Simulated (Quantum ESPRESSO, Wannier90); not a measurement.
Wannier functions of BeTe (zinc blende)

```
CELL_PARAMETERS angstrom
      0.00000     2.83146     2.83146
      2.83146     0.00000     2.83146
      2.83146     2.83146     0.00000
ATOMIC_POSITIONS crystal
  Be 0.00000 0.00000 0.00000
  Te 0.25000 0.25000 0.25000
```

Cell from Materials Project (mp-252), symmetrised, no further relaxation. COD (Crystallography Open Database) has an entry of this formula and space group (matched by these alone). Level: PBE, no spin polarisation, no spin-orbit coupling; pw.x of Quantum ESPRESSO at 71 Ry with PseudoDojo potentials, 8×8×8 k-points, Wannier90. Density: 10×10×10 mesh, cold smearing 0.01 Ry. Spin-orbit coupling is left out although heavy elements are present.

Functional, cutoff and mesh named above are those of the base row (8×8×8); the first column says what each row takes instead. Model: 8 functions from bands 7-21, start hydrogen-like Be: s;p; Te: s;p, centres 0.05 Å off the atoms, frozen window tied to the conduction edge or Fermi level of each row, as listed, which moves Ω_I and hoppings a little by itself. Energies are relative to the valence-band maximum; the misfit is to pw.x on a path, for states up to 3.0 eV relative to the valence-band maximum. Only the mesh of Bloch states changes. The disentangled Ω_I can sit in another minimum from row to row.

| mesh | frozen to (eV) | Ω_I (Å²) | rms misfit (meV) | k-points (cost) | rough cost of nscf and overlaps (first row = 1) |
|---|---|---|---|---|---|
| 3×3×3 | 3.53 | 9.10 | 264 | 27 | 1.0 |
| 4×4×4 | 3.53 | [?] | 60 | 64 | 1.9 |
| 5×5×5 | 3.53 | 10.91 | 34 | 125 | 3 |
| 7×7×7 | 3.53 | 11.49 | 24 | 343 | 9 |
| 8×8×8 | 3.53 | 11.80 | 16 | 512 | 13 |
| 10×10×10 | 3.53 | 12.33 | 9.4 | 1000 | 24 |

Q: Fill in the missing entries.

A: 
- 4×4×4, Ω_I (Å²): 10.16
